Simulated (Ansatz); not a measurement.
input.yaml (Ansatz)

```yaml
crystal:
  lattice:
    - [4.7652552808, 0.0, 0.0]
    - [-2.3826276404, 4.1268321287, 0.0]
    - [0.0, 0.0, 7.7819601594]
  atoms:
    - { symbol: K, position: [0.3333333333, 0.6666666667, 0.25] }
    - { symbol: K, position: [0.6666666667, 0.3333333333, 0.75] }
hamiltonian:
  xc: r2scan
  pseudopotentials:
    kind: paw
    azcp:
      K: "pseudopotentials/K.paw.azcp"
basis:
  ecutwfc: 500
  fft_grid_basis: typed
kpoints:
  mp_grid: { grid: [9, 9, 5], shift: [0, 0, 0] }
magnetization:
  spin_polarized: false
scf:
  occupations: { method: fermi_dirac, width: 0.1 }
  lower_state_search: "off"
output:
  stress: true
```

and its output:

```
Engine: ansatz 0.2.0, x86_64-unknown-linux-gnu
Pseudopotentials: kind: paw
Pseudopotential: K, paw, valence charge 9, recommended cutoff 500 eV (meta_gga) 
Functional definition: r2SCAN
  parameter k0 = 0.174
  parameter k1 = 0.065
  parameter a1 = 4.9479
  exchange = r2scan_x(k0 = k0, k1 = k1, a1 = a1)
  correlation = r2scan_c
Crystal: 2 atoms, lattice volume = 153.035 Å³
Basis set: ecut = 500 eV, 3911 PW (Γ), exchange–correlation on 144×144×240 points (64 copies of the dense FFT grid, shifted against one another)
Bands: 13, of which v1, the nominal top of the filled ones, is band 9 counted from 1 (8 counted from 0)
Symmetry: 24 space group operations
Space group: P63/mmc (ITA 194), of the structure as read, at distance tolerance 5.3e-5 Å
k-points: 36 of 405
Non-local potential: K, projectors of the file, l = 0: 3, l = 1: 2, l = 2: 2
PAW form: soft (Blöchl's): semilocal exchange-correlation on the pseudo side does not see the compensation charge
PAW frozen core: K, regenerated for the run's functional (the file was generated under x = pbe(κ = 0.804, μ = 0.2195149727645171), c = pbe(β = 0.06672455060314922))
PAW one-centre angular grid: K, 302 points (default); XC on 160 Gauss nodes
Initial density: superposition of atomic densities (neutral atoms: chi_scale 0, normalization atom), corrected by the library's trained network
Initial wavefunctions: pseudopotential atomic-orbital guess
Functional: x = r2scan, c = r2scan; τ floored in thin density (d = 2e-4 eV/Å³)
SCF iter   1: F=-3084.981134 eV  HF=-3084.981260 eV  |F-HF|=1.26e-4  |Δ(HF+E_count)|=         —  Δρ=2.21e-3  dr2=3.70e-3  dr2_τ=2.61e-4  ethr=1.77e-3  ⟨swp⟩=6.3  Hψ=3133  notcnv=0
SCF iter   2: F=-3084.982062 eV  HF=-3084.981140 eV  |F-HF|=9.22e-4  |Δ(HF+E_count)|=   1.20e-4  Δρ=1.17e-3  dr2=1.42e-3  dr2_τ=3.26e-5  ethr=2.06e-5  ⟨swp⟩=3.0  Hψ=1282  notcnv=0
SCF iter   3: F=-3084.982300 eV  HF=-3084.982320 eV  |F-HF|=2.02e-5  |Δ(HF+E_count)|=   1.18e-3  Δρ=2.34e-4  dr2=2.64e-4  dr2_τ=1.62e-6  ethr=7.86e-6  ⟨swp⟩=2.8  Hψ=976  notcnv=0
SCF iter   4: F=-3084.982324 eV  HF=-3084.982335 eV  |F-HF|=1.16e-5  |Δ(HF+E_count)|=   1.53e-5  Δρ=7.04e-5  dr2=7.46e-6  dr2_τ=2.85e-7  ethr=1.46e-6  ⟨swp⟩=2.9  Hψ=899  notcnv=0
SCF iter   5: F=-3084.982360 eV  HF=-3084.982361 eV  |F-HF|=7.24e-7  |Δ(HF+E_count)|=   2.51e-5  Δρ=2.06e-5  dr2=1.76e-6  dr2_τ=4.14e-8  ethr=4.15e-8  ⟨swp⟩=2.0  Hψ=750  notcnv=0
SCF iter   6: F=-3084.982360 eV  HF=-3084.982361 eV  |F-HF|=5.64e-7  |Δ(HF+E_count)|=   1.13e-7  Δρ=8.48e-6  dr2=2.78e-7  dr2_τ=4.86e-9  ethr=9.78e-9  ⟨swp⟩=2.1  Hψ=727  notcnv=0
SCF iter   7: F=-3084.982360 eV  HF=-3084.982360 eV  |F-HF|=1.02e-9  |Δ(HF+E_count)|=   4.90e-7  Δρ=1.78e-6  dr2=1.49e-8  dr2_τ=1.82e-10  ethr=5.56e-10  ⟨swp⟩=4.6  Hψ=1634  notcnv=0
SCF 1 converged in 7 iterations: F = -3084.982360 eV  dr2 = 1.49e-8
SCF converged after 7 iterations
Free energy (F): -3084.982360 eV
Harris-Foulkes:  -3084.982360 eV  (|F-HF|=1.02e-9)
Internal energy: -3084.936744 eV  (E = F + TS)
E sigma→0 (E₀):  -3084.959552 eV
Entropy (-TS):   -0.045616 eV (-22.808 meV/atom)
Fermi energy:    1.660779 eV
--- Per-component energies (eV) ---
  E_band       = -301.942455
  E_kinetic    = 504.343510
  E_local      = -1525.602141  (includes V_loc(G=0)·N_el)
  E_nonlocal   = 25.523110
  E_hartree    = 544.884807
  E_xc         = -264.421415
  E_vxc        = -368.009491  (∫ρ·V_xc dr)
  E_paw        = -1575.787516  (= ΣΔE_a)
  E_vpaw       = -50.335641  (= ΣTr[D̂ρ^β])
  E_aug_tail   = -0.000004  (compensation charges beyond the density's cutoff)
  E_vtau       = 22.370830  (kinetic-family band-sum trace: ∫τ·v_τ [+ j·A + Jᵃ·Aᵃ] dr)
  E_ewald      = -793.484725
  E_core_change = -0.392370  (= ΣΔE_core)
  E_smearing   = -0.045616  (= −TS)
  E_closure    = 0.000000  (closes the sum)
  Σ components = -3084.982360   (vs F -3084.982360, Δ=0.00e0)
--- Stress (GPa, compression-positive) ---
       -0.001660      -0.000000       0.000000
        0.000000      -0.001660       0.000000
        0.000000       0.000000       0.065652
  P = ⅓ Tr σ = 0.0208 GPa (0.208 kbar)
```

Command:

```sh
ansatz run input.yaml --threads 1 --pin off --max-ram 3584MiB --backend cpu --events-out ev --progress --plain --runs-dir out
```

On 1 thread of Intel(R) Xeon(R) Platinum 8259CL CPU @ 2.50GHz (Skylake/Cascade Lake) (shared host) this took about 16 s of wall time and 15 s of CPU time.
